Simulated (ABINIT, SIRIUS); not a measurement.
This is a calculation of WAu for SIRIUS 7.10.0. Atoms were shifted at random by some hundredths of an Å from the given cell, which wasn't relaxed again for these runs. The cell comes from a database or a generator and needn't be the stable form of this composition.

Contents of sirius.json:

```json
{
  "control": {
    "processing_unit": "cpu",
    "verbosity": 2,
    "num_bands_to_print": 25,
    "print_forces": true,
    "print_stress": true
  },
  "parameters": {
    "electronic_structure_method": "pseudopotential",
    "xc_functionals": ["XC_GGA_X_PBE", "XC_GGA_C_PBE"],
    "gk_cutoff": 8.8,
    "pw_cutoff": 17.6,
    "ngridk": [8, 8, 8],
    "shiftk": [0, 0, 0],
    "smearing": "fermi_dirac",
    "smearing_width": 0.0018374661,
    "num_bands": 25,
    "num_mag_dims": 0,
    "num_dft_iter": 100,
    "energy_tol": 1e-08,
    "density_tol": 1e-06
  },
  "iterative_solver": {
    "type": "davidson",
    "min_tolerance": 1e-09,
    "tolerance_scale": [0.1, 0.25]
  },
  "mixer": {
    "type": "anderson",
    "beta": 0.7,
    "max_history": 8
  },
  "settings": {
    "tol_ne": 1e-10,
    "pseudo_grid_cutoff": 6.5
  },
  "unit_cell": {
    "lattice_vectors": [
      [0.0, 0.707106781187, 0.707106781187],
      [0.707106781187, 0.0, 0.707106781187],
      [0.707106781187, 0.707106781187, 0.0]
    ],
    "lattice_vectors_scale": 7.7747948192,
    "atom_coordinate_units": "lattice",
    "atom_types": ["W", "Au"],
    "atom_files": {
      "W": "W.json",
      "Au": "Au.json"
    },
    "atoms": {
      "W": [
        [-0.00333, -0.013733, -0.000856]
      ],
      "Au": [
        [0.748516, 0.755522, 0.746404]
      ]
    }
  }
}
```

Potentials or basis: PseudoDojo 0.4.1 PBE standard (scalar relativistic).

Run with:

```sh
$ upf_to_json W.upf
$ upf_to_json Au.upf
$ OMP_NUM_THREADS=1 sirius.scf --input=sirius.json --output=out.json --task=0
```

Set up the same calculation for ABINIT 10.8.3 (patched build). Potentials or basis there: JTH PAW PBE v2.0, cutoff 544 eV.

As run (cutoffs and basis follow the program's own potentials, and thresholds, step limits or extra output files can differ):

File run.abi:

```
# Pseudopotentials
pp_dirpath "./"
pseudos "W.GGA_PBE-JTH.xml, Au.GGA_PBE-JTH.xml"

# Structure
acell 3*1.0
rprim
     0.0000000000     5.4976101390     5.4976101390
     5.4976101390     0.0000000000     5.4976101390
     5.4976101390     5.4976101390     0.0000000000
ntypat 2
znucl 74 79
natom 2
typat 1 2
xred
    -0.0033300000    -0.0137330000    -0.0008560000
     0.7485160000     0.7555220000     0.7464040000
chkprim 0
chksymtnons 0
tolsym 1.0e-6

# Plane-wave basis
ecut 544.227725 eV
pawecutdg 40.0
pawxcdev 0
pawovlp 30

# k points
kptopt 1
ngkpt 8 8 8
nshiftk 1
shiftk 0.0 0.0 0.0

# Exchange and correlation
ixc 11

# Bands and occupations
nband 17
occopt 3
tsmear 0.05 eV

# SCF cycle
nstep 100
tolvrs 1.0e-9

# Output
iomode 3
prtwf 0
prteig 0
prtebands 0
prtden 1
prtvha 1
prtvclmb 1
prtpot 1
```

Potentials or basis: JTH PAW PBE v2.0.

Command:

```bash
$ abinit run.abi > log 2>&1
```

Both were run:

|  | SIRIUS | ABINIT |
| --- | --- | --- |
| Pressure | 0.3 GPa | 0.5 GPa |
| Largest force | 0.948 eV/Å | 0.991 eV/Å |

The potentials hold 33 and 25 valence electrons a cell.

Pressure is positive in compression.
